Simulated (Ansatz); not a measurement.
PtAu:
```cif
data_AuPt
_chemical_formula_sum 'Pt1 Au1'
_space_group_name_H-M_alt 'P-6m2'
_space_group_IT_number 187
_space_group_name_Hall 'P -6 2'
_cell_length_a 2.78154
_cell_length_b 2.78154
_cell_length_c 4.77611
_cell_angle_alpha 90.000
_cell_angle_beta 90.000
_cell_angle_gamma 120.000
loop_
_atom_site_label
_atom_site_type_symbol
_atom_site_symmetry_multiplicity
_atom_site_Wyckoff_symbol
_atom_site_fract_x
_atom_site_fract_y
_atom_site_fract_z
_atom_site_occupancy
Pt1 Pt 1 e 0.66667 0.33333 0.00000 1
Au1 Au 1 b 0.00000 0.00000 0.50000 1
```

Relaxed at zero pressure with PBEsol in the plane-wave PAW code Ansatz.

Question: The volume is lowered by 9 % and shape and atoms relax at that volume. What pressure results, and how do the axes share the change?

Answer: 27.5 GPa; a -2.8 %, b -2.8 %, c -3.7 %; the energy rises by 112 meV/atom.

Question: Give the new structure.

Answer: 
Space group P-6m2 (No. 187); a = b = 2.7043 Å, c = 4.5982 Å, α = β = 90.00°, γ = 120.00°

| atom | site | symmetry | x | y | z |
|---|---|---|---|---|---|
| Pt | 1e | -6m2 | 0.6667 | 0.3333 | 0.0000 |
| Au | 1b | -6m2 | 0.0000 | 0.0000 | 0.5000 |

The phase is kept; no other phase was compared at this pressure.

The workflow started from a Materials Project entry (that database holds measured and hypothetical structures alike); the Crystallography Open Database copy checked does not list it. With Pt and Au taken as one species the cell has the higher symmetry P6_3/mmc, so it may be an ordered model of a mixed-site phase. Whether it is the stable phase at ambient conditions was not checked. The PBEsol relaxation kept the symmetry of its start; its stability against distortions is not shown here. No spin polarisation was allowed. Axis ratios of metals converge slowly with the k-mesh, so a and c are less sure than the volume. Spin–orbit coupling is left out wherever it is not named.

Potentials: the later of the program's two PAW sets.
